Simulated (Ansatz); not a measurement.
A relaxation computed with Ansatz, from input to last step.

```yaml
crystal:
  lattice:
    - [-1.75465, 1.75465, 1.75465]
    - [1.75465, -1.75465, 1.75465]
    - [1.75465, 1.75465, -1.75465]
  atoms:
    - { symbol: Li, position: [0.0, 0.0, 0.0] }
basis:
  ecutwfc: 500
kpoints:
  mp_grid: { grid: [16, 16, 16] }
hamiltonian:
  xc: r2scan
scf:
  occupations: { method: gaussian, width: 0.1 }
output:
  forces: true
  stress: true
  eigenvalues: true
relax:
  adjacent_minimum: "off"
  f_tol: 0.005
  max_steps: 80
  cell: { stress_tol: 0.05 }
```

```bash
ansatz run input.yaml --threads 1 --pin off --max-ram 2560MiB --backend cpu --events-out ev --progress --plain --runs-dir out
```

The calculation used DFT r2SCAN, scalar-relativistic, plane waves, PAW in Ansatz.

Of 4 frames 3 are shown, positions in Å and forces in eV/Å; the SCF threshold varies from step to step. Steps run on the plane waves of an earlier cell, with a Pulay correction in the pressure. The basis is chosen afresh for the last frame, the zero of the energies, and at times for earlier ones too; energy and pressure step there, also at an unchanged geometry.

```xyz
1
Lattice="-1.7547 1.7547 1.7547 1.7547 -1.7547 1.7547 1.7547 1.7547 -1.7547" Properties=species:S:1:pos:R:3:forces:R:3 pbc="T T T" step=1 free_energy_over_end_meV_per_atom=0.64 pressure_GPa=-0.34
Li    0.0000    0.0000    0.0000    0.0000    0.0000    0.0000
1
Lattice="-1.7478 1.7478 1.7478 1.7478 -1.7478 1.7478 1.7478 1.7478 -1.7478" Properties=species:S:1:pos:R:3:forces:R:3 pbc="T T T" step=2 free_energy_over_end_meV_per_atom=0.21 pressure_GPa=-0.20
Li    0.0000    0.0000    0.0000    0.0000    0.0000    0.0000
1
Lattice="-1.7383 1.7383 1.7383 1.7383 -1.7383 1.7383 1.7383 1.7383 -1.7383" Properties=species:S:1:pos:R:3:forces:R:3 pbc="T T T" step=4 free_energy_over_end_meV_per_atom=0.00 pressure_GPa=0.01
Li    0.0000    0.0000    0.0000    0.0000    0.0000    0.0000
```

Time: 9.2 s on 1 thread of Arm Neoverse V2, on a shared host, peak memory 0.3 GiB.